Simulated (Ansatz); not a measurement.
Ansatz (a quantum-chemistry and plane-wave program) input:

Ansatz 0.2 input:
```yaml
crystal:
  lattice:
    - [6.9220747521, 0.0, 0.0]
    - [0.0, 6.9220747521, 0.0]
    - [0.0, 0.0, 6.9220747521]
  atoms:
    - { symbol: Al, position: [0.0628700985, 0.0628700985, 0.0628700985] }
    - { symbol: Al, position: [0.4371299015, 0.9371299015, 0.5628700985] }
    - { symbol: Al, position: [0.5628700985, 0.4371299015, 0.9371299015] }
    - { symbol: Al, position: [0.9371299015, 0.5628700985, 0.4371299015] }
    - { symbol: Au, position: [0.6831452681, 0.6831452681, 0.6831452681] }
    - { symbol: Au, position: [0.8168547319, 0.3168547319, 0.1831452681] }
    - { symbol: Au, position: [0.1831452681, 0.8168547319, 0.3168547319] }
    - { symbol: Au, position: [0.3168547319, 0.1831452681, 0.8168547319] }
    - { symbol: Au, position: [0.7870471079, 0.9503058891, 0.3834562328] }
    - { symbol: Au, position: [0.7129528921, 0.0496941109, 0.8834562328] }
    - { symbol: Au, position: [0.2870471079, 0.5496941109, 0.6165437672] }
    - { symbol: Au, position: [0.2129528921, 0.4503058891, 0.1165437672] }
    - { symbol: Au, position: [0.3834562328, 0.7870471079, 0.9503058891] }
    - { symbol: Au, position: [0.8834562328, 0.7129528921, 0.0496941109] }
    - { symbol: Au, position: [0.6165437672, 0.2870471079, 0.5496941109] }
    - { symbol: Au, position: [0.1165437672, 0.2129528921, 0.4503058891] }
    - { symbol: Au, position: [0.9503058891, 0.3834562328, 0.7870471079] }
    - { symbol: Au, position: [0.0496941109, 0.8834562328, 0.7129528921] }
    - { symbol: Au, position: [0.5496941109, 0.6165437672, 0.2870471079] }
    - { symbol: Au, position: [0.4503058891, 0.1165437672, 0.2129528921] }
kpoints:
  mp_grid: { grid: [5, 5, 5] }
  band_path:
    path:
      - [[0.0, 0.0, 0.0], [0.0, 0.5, 0.0], [0.5, 0.5, 0.0], [0.0, 0.0, 0.0], [0.5, 0.5, 0.5], [0.0, 0.5, 0.0]]  # Γ-X-M-Γ-R-X
      - [[0.5, 0.5, 0.5], [0.5, 0.5, 0.0], [0.5, 0.0, 0.0]]  # R-M-X_1
    npoints: 10
basis: { xc_grid: 2 }
hamiltonian:
  xc: pbesol
  pseudopotentials: { kind: paw }
magnetization: { noncollinear: true, spin_orbit: true }
scf:
  n_extra_bands: 40
  convergence: { dr2_threshold: 0.0000000001 }
  occupations: { method: gaussian, width: 0.05 }
output: { eigenvalues: true }
```

Output (shortened):

```
Pseudopotentials: kind: paw_fr
Pseudopotential: Al, paw_fr, valence charge 3
Pseudopotential: Au, paw_fr, valence charge 19
Functional definition: PBEsol
non-collinear run that drives no moment, with spin-orbit …
Crystal: 20 atoms, lattice volume = 331.672 Å³
Basis set: ecut = 420 eV, 6451 PW (Γ), exchange–correlation on 96×96×96 points (8 copies of the dense FFT grid, shifted against one another)
Bands: 356, of which v1, the nominal top of the filled ones, is band 316 counted from 1 (315 counted from 0)
Symmetry: 12 space group operations + 12 with time reversal
k-points: 11 of 125 (time reversal used)
Projection manifold: j_resolved (fully-relativistic pseudo-atomic orbitals)
PAW frozen core: Al, regenerated for the run's functional, and the local potential with it
PAW frozen core: Au, regenerated for the run's functional, and the local potential with it
Initial density: superposition of atomic densities (chi_scale 0.1, normalization cell, long waves kept (reshape's long-wave potential 0.00 eV rms))
Initial wavefunctions: pseudopotential atomic-orbital guess
Eigensolver: davidson
Functional: x = pbesol(κ = 0.804, μ = 0.12345679012345678), c = pbesol(β = 0.046)
all-band conjugate gradients solve this SCF's bands
spin=Noncollinear: Kerker preconditioning applied to the charge; magnetization (m_x, m_y, m_z) channels mix plain (no charge-response kernel on spin).
spin=Noncollinear: Resta preconditioning applied to the charge; magnetization (m_x, m_y, m_z) channels mix plain (no charge-response kernel on spin).
SCF 1 converged in 11 iterations: F = -210804.787178 eV  dr2 = 4.25e-11
SCF converged after 11 iterations
Magnetization: |M| = 0.0000 μB,  M = (+0.0000, +0.0000, +0.0000) μB
Absolute magnetization: 0.0000 μB (∫|m|)
  site 0: m = (+0.0000, +0.0000, +0.0000) μB, |m| = 0.0000 μB  (R = 1.07 Å)
  site 1: m = (+0.0000, +0.0000, +0.0000) μB, |m| = 0.0000 μB  (R = 1.07 Å)
  site 2: m = (+0.0000, +0.0000, +0.0000) μB, |m| = 0.0000 μB  (R = 1.07 Å)
  site 3: m = (+0.0000, +0.0000, +0.0000) μB, |m| = 0.0000 μB  (R = 1.07 Å)
  site 4: m = (+0.0000, +0.0000, +0.0000) μB, |m| = 0.0000 μB  (R = 1.07 Å)
  site 5: m = (+0.0000, +0.0000, +0.0000) μB, |m| = 0.0000 μB  (R = 1.07 Å)
  site 6: m = (+0.0000, +0.0000, +0.0000) μB, |m| = 0.0000 μB  (R = 1.07 Å)
  site 7: m = (+0.0000, +0.0000, +0.0000) μB, |m| = 0.0000 μB  (R = 1.07 Å)
  site 8: m = (+0.0000, +0.0000, +0.0000) μB, |m| = 0.0000 μB  (R = 1.12 Å)
  site 9: m = (+0.0000, +0.0000, +0.0000) μB, |m| = 0.0000 μB  (R = 1.12 Å)
  site 10: m = (+0.0000, +0.0000, +0.0000) μB, |m| = 0.0000 μB  (R = 1.12 Å)
  site 11: m = (+0.0000, +0.0000, +0.0000) μB, |m| = 0.0000 μB  (R = 1.12 Å)
  site 12: m = (+0.0000, +0.0000, +0.0000) μB, |m| = 0.0000 μB  (R = 1.12 Å)
  site 13: m = (+0.0000, +0.0000, +0.0000) μB, |m| = 0.0000 μB  (R = 1.12 Å)
  site 14: m = (+0.0000, +0.0000, +0.0000) μB, |m| = 0.0000 μB  (R = 1.12 Å)
  site 15: m = (+0.0000, +0.0000, +0.0000) μB, |m| = 0.0000 μB  (R = 1.12 Å)
  site 16: m = (+0.0000, +0.0000, +0.0000) μB, |m| = 0.0000 μB  (R = 1.12 Å)
  site 17: m = (+0.0000, +0.0000, +0.0000) μB, |m| = 0.0000 μB  (R = 1.12 Å)
  site 18: m = (+0.0000, +0.0000, +0.0000) μB, |m| = 0.0000 μB  (R = 1.12 Å)
  site 19: m = (+0.0000, +0.0000, +0.0000) μB, |m| = 0.0000 μB  (R = 1.12 Å)
Free energy (F): -210804.787178 eV
Harris-Foulkes:  -210804.787178 eV  (|F-HF|=5.82e-11)
Internal energy: -210804.779954 eV  (E = F + TS)
E sigma→0 (E₀):  -210804.783566 eV
Entropy (-TS):   -0.007224 eV (-0.361 meV/atom)
Fermi energy:    18.619351 eV
--- Per-component energies (eV) ---
  E_band       = -3976.616957
  E_kinetic    = 9770.400287
  E_local      = -31884.727340  (includes V_loc(G=0)·N_el)
  E_nonlocal   = 1051.369867
  E_hartree    = 13670.675438
  E_xc         = -3797.325133
  E_vxc        = -4529.687119  (∫ρ·V_xc dr)
  E_paw        = -155298.116126  (= ΣΔE_a)
  E_vpaw       = -5725.344329  (= ΣTr[D̂ρ^β])
  E_aug_tail   = 0.020794  (compensation charges beyond the density's cutoff)
  E_ewald      = -44322.193883
  E_core_change = 5.116142  (= ΣΔE_core)
  E_smearing   = -0.007224  (= −TS)
  E_closure    =  0.000000  (closes the sum)
  Σ components = -210804.787178   (vs F -210804.787178, Δ=0.00e0)
--- Band table (eV; the first three rows and the last of 11) ---
  k-point 0: bands = ["-87.5376", "-87.5376", "-87.5376", "-87.5376", "-87.5376", "-87.5376", "-87.5376", "-87.5376", "-86.9156", "-86.9156", "-86.9116", "-86.9116", "-86.9116", "-86.9116", "-86.9116", "-86.9116", "-86.9104", "-86.9104", "-86.9104", …
  k-point 1: bands = ["-87.5376", "-87.5376", "-87.5376", "-87.5376", "-87.5376", "-87.5376", "-87.5376", "-87.5376", "-86.9154", "-86.9154", "-86.9126", "-86.9126", "-86.9115", "-86.9115", "-86.9110", "-86.9110", "-86.9107", "-86.9107", "-86.9105", …
  k-point 2: bands = ["-87.5376", "-87.5376", "-87.5376", "-87.5376", "-87.5376", "-87.5376", "-87.5376", "-87.5376", "-86.9147", "-86.9147", "-86.9137", "-86.9137", "-86.9112", "-86.9112", "-86.9109", "-86.9109", "-86.9108", "-86.9108", "-86.9106", …
  k-point 10: bands = ["-87.5376", "-87.5376", "-87.5376", "-87.5376", "-87.5376", "-87.5376", "-87.5376", "-87.5376", "-86.9135", "-86.9135", "-86.9133", "-86.9133", "-86.9126", "-86.9126", "-86.9124", "-86.9124", "-86.9104", "-86.9104", "-86.9103", …
  band table: 356 of 356 bands, residual norms ≤ 1.0e-3 eV
```

Cost: around 50 core-minutes (rough) on shared cores.

Space group P2_13. The first step of the workflow began from a Materials Project structure, measured or hypothetical; the Crystallography Open Database files this formula in space group No. 198, but the cells were not matched. Whether it is the stable phase at ambient conditions was not checked. The cell was relaxed with PBEsol under the symmetry of its start; its stability against distortions is not shown here.

Potentials: the later of the program's two PAW sets.

Ansatz is a plane-wave DFT program.
